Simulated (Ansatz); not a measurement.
PtW:
```cif
data_PtW
_chemical_formula_sum 'Pt1 W1'
_space_group_name_H-M_alt 'P 1'
_space_group_IT_number 1
_cell_length_a 3.71956
_cell_length_b 3.71956
_cell_length_c 3.71956
_cell_angle_alpha 60.000
_cell_angle_beta 60.000
_cell_angle_gamma 60.000
loop_
_space_group_symop_operation_xyz
  'x, y, z'
loop_
_atom_site_label
_atom_site_type_symbol
_atom_site_fract_x
_atom_site_fract_y
_atom_site_fract_z
_atom_site_occupancy
Pt1 Pt 0.00000 0.00000 0.00000 1
W1 W 0.50000 0.50000 0.50000 1
```

This is the PBE-relaxed structure.

Task: All from plane-wave PAW PBE (Ansatz code), unless another level is named. Predict the formation energy from the elements (no fitted shifts).

Result: 0.86 eV/atom.

Task: Give the density of states at the Fermi level.

Result: 1.4 states/eV per atom (mean over ±0.08 eV).

Space group Fm-3m (rock salt). The start of the workflow was typed in or built on a structure type; neither database checked (COD, Materials Project) lists it. Whether it is the stable phase at ambient conditions was not checked. The cell was relaxed with PBE under the symmetry of its start; whether a distortion lowers the energy is not shown. The run is not spin-polarised. The volume moved by 18 % from the start of the relaxation. Its formation energy is positive at this level, so the cell may be metastable or incomplete. The references are the lowest solids computed at this level, not always the standard phases. Spin–orbit coupling is left out wherever it is not named.

Potentials: the later of the program's two PAW sets.
